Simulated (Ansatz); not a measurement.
The following input was run with Ansatz 0.2.0.

```yaml
crystal:
  lattice:
    - [-1.6881514011, 1.6881514011, 1.9926028223]
    - [1.6881514011, -1.6881514011, 1.9926028223]
    - [1.6881514011, 1.6881514011, -1.9926028223]
  atoms:
    - { symbol: H, position: [0.8491376947, 0.8491376947, 0.0] }
    - { symbol: H, position: [0.1508623053, 0.1508623053, 0.0] }
basis:
  ecutwfc: 420
kpoints:
  mp_grid: { grid: [10, 10, 10] }
hamiltonian:
  xc: pbesol
scf:
  occupations: { method: gaussian, width: 0.02 }
output:
  forces: true
  stress: true
  eigenvalues: true
```

It can be run as
```bash
ansatz run input.yaml --threads 1 --pin off --backend cpu --events-out ev --progress --plain --runs-dir out  # memory cap (--max-ram) not shown
```

These are results of DFT PBEsol, scalar-relativistic, plane waves, PAW (Ansatz 0.2.0), not measurements.

From the run's log, abridged:

```
Pseudopotentials: kind: paw
Pseudopotential: H, paw, valence charge 1, recommended cutoff 420 eV (normal)
Functional definition: PBEsol
Crystal: 2 atoms, lattice volume = 22.715 Å³
Basis set: ecut = 420 eV, 467 PW (Γ), exchange–correlation on 48×48×48 points (8 copies of the dense FFT grid, shifted against one another)
Bands: 5, of which v1, the nominal top of the filled ones, is band 1 counted from 1 (0 counted from 0)
Symmetry: 16 space group operations
Space group: I4/mmm (ITA 139), of the structure as read, at distance tolerance 2.8e-5 Å
k-points: 102 of 1000
Initial density: superposition of atomic densities (neutral atoms: chi_scale 0, normalization atom), corrected by the library's trained network
Initial wavefunctions: pseudopotential atomic-orbital guess
Functional: x = pbesol(κ = 0.804, μ = 0.12345679), c = pbesol(β = 0.046)
SCF iter   1: F=—  HF=-29.767374 eV  |F-HF|=—  |Δ(HF+E_count)|=         —  Δρ=6.37e-3  dr2=5.96e-3  ethr=1.77e-3  ⟨swp⟩=4.2  Hψ=4420  notcnv=0
SCF iter   2: F=—  HF=-29.769974 eV  |F-HF|=—  |Δ(HF+E_count)|=   2.60e-3  Δρ=3.10e-3  dr2=1.40e-3  ethr=2.98e-4  ⟨swp⟩=2.0  Hψ=1735  notcnv=0
SCF iter   3: F=—  HF=-29.771031 eV  |F-HF|=—  |Δ(HF+E_count)|=   1.06e-3  Δρ=1.45e-4  dr2=6.49e-6  ethr=7.00e-5  ⟨swp⟩=2.9  Hψ=1020  notcnv=0
SCF iter   4: F=—  HF=-29.771039 eV  |F-HF|=—  |Δ(HF+E_count)|=   7.86e-6  Δρ=4.73e-5  dr2=5.65e-7  ethr=3.24e-7  ⟨swp⟩=2.0  Hψ=612  notcnv=0
SCF iter   5: F=-29.771040 eV  HF=-29.771040 eV  |F-HF|=3.53e-9  |Δ(HF+E_count)|=   1.09e-6  Δρ=7.22e-6  dr2=1.28e-8  ethr=2.83e-8  ⟨swp⟩=2.0  Hψ=612  notcnv=0
SCF iter   6: F=-29.771040 eV  HF=-29.771040 eV  |F-HF|=8.09e-11  |Δ(HF+E_count)|=   2.79e-9  Δρ=1.32e-6  dr2=4.47e-10  ethr=6.41e-10  ⟨swp⟩=2.0  Hψ=1326  notcnv=0
SCF 1 converged in 6 iterations: F = -29.771040 eV  dr2 = 4.47e-10
SCF converged after 6 iterations
Free energy (F): -29.771040 eV
Harris-Foulkes:  -29.771040 eV  (|F-HF|=8.09e-11)
Internal energy: -29.771040 eV  (E = F + TS)
E sigma→0 (E₀):  -29.771040 eV
Fermi energy:    -3.100234 eV
--- Per-component energies (eV) ---
  E_band       = -13.637875
  E_kinetic    = 20.528940
  E_local      = -26.503417  (includes V_loc(G=0)·N_el)
  E_nonlocal   = 2.253820
  E_hartree    = 5.069148
  E_xc         = -14.813236
  E_vxc        = -19.228316  (∫ρ·V_xc dr)
  E_paw        = -0.651247  (= ΣΔE_a)
  E_vpaw       = -0.825378  (= ΣTr[D̂ρ^β])
  E_aug_tail   = -0.001763  (compensation charges beyond the density's cutoff)
  E_ewald      = -15.653284
  E_smearing   =  0.000000  (= −TS)
--- Forces (eV/Å), atoms counted from 1 ---
  atom   1  H      0.00000000     0.00000000     4.33255505
  atom   2  H      0.00000000     0.00000000    -4.33255505
--- Stress (GPa, compression-positive) ---
       -0.713066       0.000000       0.000000
        0.000000      -0.713066       0.000000
        0.000000       0.000000     -37.019584
  P = ⅓ Tr σ = -12.8152 GPa (-128.152 kbar)
--- Band table (eV; the first three rows and the last of 102) ---
  k-point 0: bands = ["-9.3104", "4.7648", "8.7440", "16.6077", "16.6077"]
  k-point 1: bands = ["-9.1151", "4.4742", "8.0623", "15.4051", "15.5064"]
  k-point 2: bands = ["-8.5542", "3.8105", "6.4768", "12.8689", "13.6827"]
  k-point 101: bands = ["-4.9088", "-0.5309", "6.1092", "7.6568", "7.6568"]
```

The run converged.

The cell holds molecules, and where no dispersion correction was added their binding is poorly described.